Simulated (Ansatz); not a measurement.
Mg$_{2}$SeS:
```yaml
crystal:
  lattice:
    - [4.09892, 0.00000, 0.00000]
    - [0.00000, 4.09892, 0.00000]
    - [0.00000, 0.00000, 5.78453]
  atoms:
    - { symbol: Mg, position: [0.50000, 0.00000, 0.73687] }
    - { symbol: Mg, position: [0.00000, 0.50000, 0.26313] }
    - { symbol: Se, position: [0.50000, 0.50000, 0.00000] }
    - { symbol: S, position: [0.00000, 0.00000, 0.50000] }
```

Tensor components refer to the Cartesian frame of this cell.

Give the high-frequency dielectric tensor and the Born effective charge tensors of the independent atoms from DFPT, PBEsol (plane waves, PAW; program Ansatz).


ε∞:
```
4.46  0.00  0.00
0.00  4.46  0.00
0.00  0.00  4.47
```
Z* of atom 1 (Mg), rows: field, columns: displacement, in e:
```
1.89  0.00  0.00
0.00  1.89  0.00
0.00  0.00  1.90
```
Z* of atom 3 (Se), rows: field, columns: displacement, in e:
```
-1.78   0.00   0.00
 0.00  -1.78   0.00
 0.00   0.00  -1.86
```
Z* of atom 4 (S), rows: field, columns: displacement, in e:
```
-2.00   0.00   0.00
 0.00  -2.00   0.00
 0.00   0.00  -1.94
```

Space group P-4m2. The workflow started from a Materials Project entry (that database holds measured and hypothetical structures alike); the Crystallography Open Database copy checked does not list it. Whether it is the stable phase at ambient conditions was not checked. Symmetry was held in the PBEsol relaxation; whether a distortion lowers the energy is not shown. Spin–orbit coupling is left out wherever it is not named.

Potentials: the later of the program's two PAW sets.
